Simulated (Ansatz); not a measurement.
LiH (rock salt, Fm-3m), r²SCAN in the plane-wave PAW code Ansatz. The conduction-band minimum lies at X, with 3 equivalent valleys. Second derivatives d²E/dk² of the lowest band at one valley (eV·Å²), along Cartesian directions:

| direction | d²E/dk² |
|---|---|
| [100] | 58.86 |
| [010] | 7.772 |
| [001] | 7.772 |
| [110] | 33.33 |
| [101] | 33.33 |
| [011] | 7.772 |

Problem. Find the principal effective masses, the density-of-states mass and the conductivity mass.

Solution. Off-diagonal terms follow from H_xy = H[110] − (H_xx + H_yy)/2, and m*/mₑ = 7.620 eV·Å² over each eigenvalue: 0.13, 0.98, 0.98. One valley's DOS mass (m₁m₂m₃)^(1/3) = 0.50, conductivity mass 3/(Σ 1/mᵢ) = 0.31 mₑ.

Problem. What effective density of states Nc follows at 300 K for parabolic valleys?

Solution. Nc = 2.509e19 × 3 × (0.50)^(3/2) ≈ 2.7e19 cm⁻³.

Problem. With the computed static dielectric constant 13.4 (mean of the diagonal), estimate a hydrogenic donor's binding energy and radius.

Solution. E = 13.606 eV × 0.31/13.4² ≈ 23 meV; a = 0.529 Å × ε/m* ≈ 23 Å. Semilocal masses tend to be too small where the gap is.

Problem. With ε∞ = 3.89 and ω_LO = 1124 cm⁻¹, what Fröhlich coupling constant follows?

Solution. α = (1/ε∞ − 1/ε0) √(m* × 13.606 eV/ħω_LO) = 1.0.

Symmetry was held in the r²SCAN relaxation; phonons on a q-mesh show no instability.

Potentials: the later of the program's two PAW sets.
